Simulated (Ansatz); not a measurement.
KBr (rock salt)

```yaml
crystal:
  lattice:
    - [0.00000, 3.30411, 3.30411]
    - [3.30411, 0.00000, 3.30411]
    - [3.30411, 3.30411, 0.00000]
  atoms:
    - { symbol: Br, position: [0.00000, 0.00000, 0.00000] }
    - { symbol: K, position: [0.50000, 0.50000, 0.50000] }
```

The slice is a {111} plane (indices of the conventional cell) through the point (0.000, 0.000, 0.000) (fractional), spanned by u = [100] and v = [-1 2 0] in vectors of this cell: u (4.67 Å) and v (8.09 Å, at 90° to u). It covers one period; positions are fractions (u, v).

The numbers are results of r2SCAN (plane waves to 500 eV, PAW, scalar-relativistic; Ansatz, an electronic-structure program), not measurements. k mesh 9×9×9. Inside the PAW spheres the values are not all-electron values, and peaks at nuclei hang on which shells count as valence. KBr was relaxed with its symmetry unable to fall.

Question: Sketch the valence electron density on this plane as a map.

Answer: 
```
|89986310136899|
|99875310135789|
|88753200023578|
|65532100012355|
|33321000001233|
|11100111110011|
|00012333332100|
|00123556553210|
|00235788875320|
|01357899987531|
|01368998998631|
|01368983898631|
|01368998998631|
|01357899987531|
|00235788875320|
|00123556553210|
|00012333332100|
|11100111110011|
|33321000001233|
|65532100012355|
|88753200023578|
|99875310135789|
|89986310136899|
|38986310136898|
```
Scale: ten equal steps from -2.00 (start of '0') to 0.07 (end of '9'), in the order '0123456789'. Values: log₁₀ of the valence density in e/Å³. The map has 14 points along u (one character each, u = 0 at the left) and 24 along v (v = 0 in the bottom row). The scale is logarithmic, as a density can span decades between atoms and voids.
